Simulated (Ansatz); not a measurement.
Starting cell, SnO (litharge type, space group P4/nmm):

```
SnO
1.0
    3.83618     0.00000     0.00000
    0.00000     3.83618     0.00000
    0.00000     0.00000     4.75736
Sn O
2 2
Direct
  0.50000   0.00000   0.24343
  0.00000   0.50000   0.75657
  0.00000   0.00000   0.00000
  0.50000   0.50000   0.00000
```

In each cell atom 2 (Sn, nearest neighbour O at 2.241 Å; its periodic images, 3.8 Å or more away, move with it) moves by s·(0.707, 0.707, 0.000) (along Cartesian [110]), the rest being held.

The numbers are results of PBE-D3(BJ) (plane waves to 420 eV, PAW, scalar-relativistic; Ansatz, an electronic-structure program), not measurements. k mesh 10×10×8 (Γ-centred), Fermi-Dirac smearing 0.05 eV. With partly filled bands, energies and forces of such displacements shift with the k mesh and the smearing. F∥ is the force on the atom along that direction. At this level the bands of SnO touch or barely overlap; measurements give the solid a gap. SnO was relaxed with its symmetry unable to fall. The PAW data are Ansatz's earlier set. 

```json
[
 {"s (Å)": "-0.670", "F∥ (eV/Å)": "3.642"},
 {"s (Å)": "-0.536", "F∥ (eV/Å)": "2.838"},
 {"s (Å)": "-0.402", "F∥ (eV/Å)": "2.022"},
 {"s (Å)": "-0.268", "F∥ (eV/Å)": "1.273"},
 {"s (Å)": "-0.134", "F∥ (eV/Å)": "0.609"},
 {"s (Å)": "0.000", "F∥ (eV/Å)": "0.000"},
 {"s (Å)": "0.134", "F∥ (eV/Å)": "-0.609"},
 {"s (Å)": "0.268", "F∥ (eV/Å)": "-1.273"},
 {"s (Å)": "0.402", "F∥ (eV/Å)": "-2.022"},
 {"s (Å)": "0.536", "F∥ (eV/Å)": "-2.838"},
 {"s (Å)": "0.670", "F∥ (eV/Å)": "-3.642"}
]
```

Task: What is the force constant k = d²E/ds² of this move at s = 0?

Result: 4.47 eV/Å². The forces along the line at the two nearest points give (0.609 − (-0.609)) / (2·0.134) = 4.54 eV/Å²; the next pair corrects for the finite step.

(A displaced cell: forces are minus the slopes of the energy, force constants its curvatures, and phonons follow from these.)
